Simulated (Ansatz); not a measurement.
KTaO3:
```
CELL_PARAMETERS angstrom
      3.98413     0.00000     0.00000
      0.00000     3.98413     0.00000
      0.00000     0.00000     3.98413
ATOMIC_POSITIONS crystal
  K  0.50000 0.50000 0.50000
  Ta 0.00000 0.00000 0.00000
  O  0.00000 0.50000 0.00000
  O  0.50000 0.00000 0.00000
  O  0.00000 0.00000 0.50000
```

PBEsol (plane waves, PAW; program Ansatz) gives a gap of 2.15 eV without spin–orbit coupling, maximum at R, minimum at Γ.

Q: What happens when spin–orbit coupling is switched on?

A: The gap shrinks by 0.14 eV, to 2.01 eV; maximum at R, minimum at Γ.

Q: Give the electron effective mass with spin–orbit coupling, band 1 of 2 at the edge.

A: 0.72 along [100], 0.50 along [110], 0.41 along [111] (mₑ).

Q: Give the electron effective mass with spin–orbit coupling, band 2 of 2 at the edge.

A: 0.26 along [100], 0.30 along [110], 0.35 along [111] (mₑ).

Space group Pm-3m (cubic perovskite). Symmetry was held in the PBEsol relaxation. The run is not spin-polarised.

Potentials: the earlier of the program's two PAW sets.
